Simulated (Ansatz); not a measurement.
AlGaNi6 in space group P4/mmm (No. 123; Pearson symbol tP8), PBE in the plane-wave PAW code Ansatz, all energies at zero smearing, with the estimated change up to a 700 eV cutoff added, with one set of potentials and settings (totals compare only within such a set). Cell of 8 atoms (1 Al, 1 Ga, 6 Ni): -39361.780 eV.

```
element                             reference phase  E (eV/atom)
-------  ------------------------------------------  -----------
Al                       Fm-3m, 1 atoms in the cell    -537.5055
Ga                        Cmce, 4 atoms in the cell   -3783.0259
Ni       Fm-3m, 1 atoms in the cell, spin-polarised   -5839.7295
```

Formation energy per atom, worked out: (-39361.780 − 1×(-537.5055) − 1×(-3783.0259) − 6×(-5839.7295))/8 = -0.359 eV/atom (-35 kJ per mol of atoms), at 0 K, without zero-point energy or fitted corrections.

The first step of the workflow began from a Materials Project structure, measured or hypothetical; the Crystallography Open Database copy checked does not list it. With Al and Ga taken as one species the cell has the higher symmetry Pm-3m, so it may be an ordered model of a mixed-site phase. Its standing as an ambient phase is unchecked. The cell was relaxed with PBE under the symmetry of its start; whether a distortion lowers the energy is not shown. Spin order of the final state: ferromagnetic, the only order run, not a proven ground state. The references are the lowest solids computed at this level, not always the standard phases.

Potentials: the earlier of the program's two PAW sets.
